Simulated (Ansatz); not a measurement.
ZrN in space group Pm-3m (No. 221; Zr on 3c, N on 3d) under volume change, PBEsol in the plane-wave PAW code Ansatz, scaled uniformly.

```tsv
V (Å³/atom)	E − E(relaxed) (meV/atom)	P (GPa)
13.202	___	___
13.637	33.9	13.13
14.072	___	___
14.507	0.0	0.00
14.943	7.3	-5.23
15.378	27.8	-9.73
15.813	59.6	-13.60
```

Task: Fill in the missing entries.

Result: 
- 13.202, E − E(relaxed) (meV/atom): 80.4
- 13.202, P (GPa): 21.32
- 14.072, E − E(relaxed) (meV/atom): 8.1
- 14.072, P (GPa): 6.08

Task: What does a third-order Birch–Murnaghan fit give for V₀, B₀ and B′?

Result: V₀ = 14.51 Å³/atom, B₀ = 187 GPa, B′ = 4.0.

The start of the workflow was typed in or built on a structure type; neither database checked (COD, Materials Project) lists it. It is not the phase usual at ambient conditions (space group No. 225). The PBEsol relaxation kept the symmetry of its start; its stability against distortions is not shown here. The run is not spin-polarised. The volume moved by 17 % from the start of the relaxation.

Potentials: the earlier of the program's two PAW sets. The files were generated under PBE; for other functionals the program regenerates the frozen cores, and for LDA and PBEsol the local potential too.
